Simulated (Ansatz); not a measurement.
# ScBi$_{3}$: what changed settings do

All trials start from this Ansatz input:

```yaml
crystal:
  lattice:
    - [-2.315092, 2.315092, 5.410662]
    - [2.315092, -2.315092, 5.410662]
    - [2.315092, 2.315092, -5.410662]
  atoms:
    - { symbol: Sc, position: [0.0, 0.0, 0.0] }
    - { symbol: Bi, position: [0.75, 0.25, 0.5] }
    - { symbol: Bi, position: [0.25, 0.75, 0.5] }
    - { symbol: Bi, position: [0.5, 0.5, 0.0] }
basis:
  ecutwfc: 420
kpoints:
  mp_grid: { grid: [4, 4, 4] }
hamiltonian:
  xc: pbe
scf:
  occupations: { method: gaussian, width: 0.1 }
output:
  forces: true
  stress: true
  eigenvalues: true
```

Command:

```bash
ansatz run input.yaml --threads 1 --pin off --max-ram 1331MiB --backend cpu --events-out ev --progress --plain --runs-dir out
```

The run converges in 6 SCF iterations on 13 irreducible k-points: pressure -0.15 GPa, no gap.

These settings were drawn at random to show what each does; none of the numbers is a converged property of the crystal. Each trial's input is given as a difference from the reference's; energies are extrapolated to zero smearing where there is one, and pressure is positive in compression.

Trial 1 (volume scaled):

```diff
 crystal:
   lattice:
-    - [-2.315092, 2.315092, 5.410662]
-    - [2.315092, -2.315092, 5.410662]
-    - [2.315092, 2.315092, -5.410662]
+    - [-2.4113545378, 2.4113545378, 5.6356396921]
+    - [2.4113545378, -2.4113545378, 5.6356396921]
+    - [2.4113545378, 2.4113545378, -5.6356396921]
-basis:
-  ecutwfc: 420
+basis: {}
 kpoints:
-  mp_grid: { grid: [4, 4, 4] }
+  mp_grid: { grid: [2, 2, 2] }
 hamiltonian:
+  hubbard: { sites: [{ species: Sc, l: d, u: 6.4, j: 1.1 }] }
 scf:
+  max_iter: 100
+accuracy: high
```

The run converges in 10 SCF iterations on 4 irreducible k-points: pressure -2.33 GPa, no gap. It warns that the count of filled bands differs between k-points. Under a U the state reached may not be the lowest.